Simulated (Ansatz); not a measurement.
BiB:
```cif
data_BBi
_chemical_formula_sum 'Bi1 B1'
_space_group_name_H-M_alt 'P 1'
_space_group_IT_number 1
_cell_length_a 3.85736
_cell_length_b 3.85736
_cell_length_c 3.85736
_cell_angle_alpha 60.000
_cell_angle_beta 60.000
_cell_angle_gamma 60.000
loop_
_space_group_symop_operation_xyz
  'x, y, z'
loop_
_atom_site_label
_atom_site_type_symbol
_atom_site_fract_x
_atom_site_fract_y
_atom_site_fract_z
_atom_site_occupancy
Bi1 Bi 0.75000 0.75000 0.75000 1
B1 B 0.00000 0.00000 0.00000 1
```

Relaxed with PBEsol. PBEsol in the plane-wave PAW code Ansatz gives a gap of 0.45 eV.

What gap does HSE06 give on the same cell (Ansatz, PAW)?

1.01 eV, 0.57 eV more. The hybrid was solved on a coarser mesh and at special points; its gap is the smallest among all of these.

```
k  v1 PBEsol  c1 PBEsol    v1 HSE06    c1 HSE06
-  ---------  ---------  ----------  ----------
Γ       0.00       0.45  (withheld)  (withheld)
X      -3.56       0.80  (withheld)  (withheld)
L      -1.65       0.46       -1.81        1.01
W      -4.28       3.37  (withheld)  (withheld)
K      -3.04       1.24  (withheld)  (withheld)
```

Top valence (v1) and lowest conduction level (c1) in eV from each method's valence maximum (which need not be a listed point): supply the withheld HSE06 values.


- Γ, v1 HSE06: 0.00
- Γ, c1 HSE06: 1.06
- X, v1 HSE06: -3.90
- X, c1 HSE06: 1.31
- K, v1 HSE06: -3.33
- K, c1 HSE06: 1.83
- W, v1 HSE06: -4.66
- W, c1 HSE06: 4.27

Cost on shared cores: the PBEsol run (SCF on a 9×9×9 mesh, then bands and DOS) around 14 core-seconds (rough), the HSE06 run (SCF on 7×7×7, then a few points) very roughly 120 core-seconds; the tasks are unlike.

Space group F-43m (zinc blende). A made-up cell: these elements were put on the sites of a structure type; neither database checked (COD, Materials Project) lists it. Whether it is the stable phase at ambient conditions was not checked. The PBEsol relaxation kept the symmetry of its start; of distortions, only those at the zone centre were tested. Spin–orbit coupling is left out wherever it is not named.

Potentials: the later of the program's two PAW sets.
